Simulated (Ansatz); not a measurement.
**Lattice vibrations of CsO2 at Γ at 10 GPa**

All numbers below come from DFT LDA, scalar-relativistic, plane waves, PAW in Ansatz 0.2.0. Settings: 420 eV plane-wave cutoff, Γ-centred 16×16×16 mesh, Gaussian smearing of 0.20 eV. Collinear spin, site moments 0.0, 0.3, 0.3 μB. Phonons by linear response, acoustic sum rule imposed.

The cell, relaxed at 10 GPa:
```yaml
crystal:
  lattice:
    - [-1.95910, 1.95910, 3.31380]
    - [1.95910, -1.95910, 3.31380]
    - [1.95910, 1.95910, -3.31380]
  atoms:
    - { symbol: Cs, position: [0.00000, 0.00000, 0.00000] }
    - { symbol: O, position: [0.40166, 0.40166, 0.00000] }
    - { symbol: O, position: [0.59834, 0.59834, 0.00000] }
```

In a metal, frequencies and elastic constants depend on the k mesh and the smearing, soft modes and shear constants most. Spin–orbit coupling is left out, which matters for heavy elements. Other phases may be more stable at this pressure. A semilocal functional can close a gap that the real compound has.

(1) Is this structure stable against zone-centre distortions?

(2) List the optical modes at Γ (i marks imaginary ones).

Answers

(1) Yes, at Γ: no optical mode is imaginary. Strains and other wave vectors aren't tested by this run.

(2)
```tsv
frequency (cm⁻¹)	degeneracy
232	2
266	1
278	2
1237	1
```

Cost: 1 run of about 5.1 core-minutes, on Intel Xeon Platinum 8488C (Sapphire Rapids) (shared hosts).